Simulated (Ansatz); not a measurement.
Cs2PdBr6:
```yaml
crystal:
  lattice:
    - [0.00000, 5.38491, 5.38491]
    - [5.38491, 0.00000, 5.38491]
    - [5.38491, 5.38491, 0.00000]
  atoms:
    - { symbol: Cs, position: [0.25000, 0.25000, 0.25000] }
    - { symbol: Cs, position: [0.75000, 0.75000, 0.75000] }
    - { symbol: Pd, position: [0.00000, 0.00000, 0.00000] }
    - { symbol: Br, position: [0.76821, 0.23179, 0.23179] }
    - { symbol: Br, position: [0.23179, 0.76821, 0.76821] }
    - { symbol: Br, position: [0.23179, 0.76821, 0.23179] }
    - { symbol: Br, position: [0.76821, 0.23179, 0.76821] }
    - { symbol: Br, position: [0.23179, 0.23179, 0.76821] }
    - { symbol: Br, position: [0.76821, 0.76821, 0.23179] }
```

r²SCAN in the plane-wave PAW code Ansatz gives a gap of 0.89 eV without spin–orbit coupling, maximum at Γ, minimum at X.

Question: What happens when spin–orbit coupling is switched on?

Answer: The gap decreases by 0.08 eV, to 0.81 eV; maximum at Γ, minimum at X.

Question: How large is the spin–orbit splitting of the valence top at Γ?

Answer: The fourfold level lies 0.22 eV above the split-off pair.

Question: Give the electron effective mass with spin–orbit coupling.

Answer: 0.58, 0.63, 0.63 mₑ (principal values).

Question: Give the hole effective mass with spin–orbit coupling, band 1 of 2 at the edge.

Answer: 2.5 along [100], 1.9 along [110], 1.7 along [111] (mₑ).

Question: Give the hole effective mass with spin–orbit coupling, band 2 of 2 at the edge.

Answer: 0.97 along [100], 1.1 along [110], 1.2 along [111] (mₑ).

Space group Fm-3m. The first step of the workflow began from a Materials Project structure, measured or hypothetical; the Crystallography Open Database copy checked does not list it. Whether it is the stable phase at ambient conditions was not checked. The r²SCAN relaxation kept the symmetry of its start; whether a distortion lowers the energy is not shown. The run is not spin-polarised.

Potentials: the later of the program's two PAW sets.
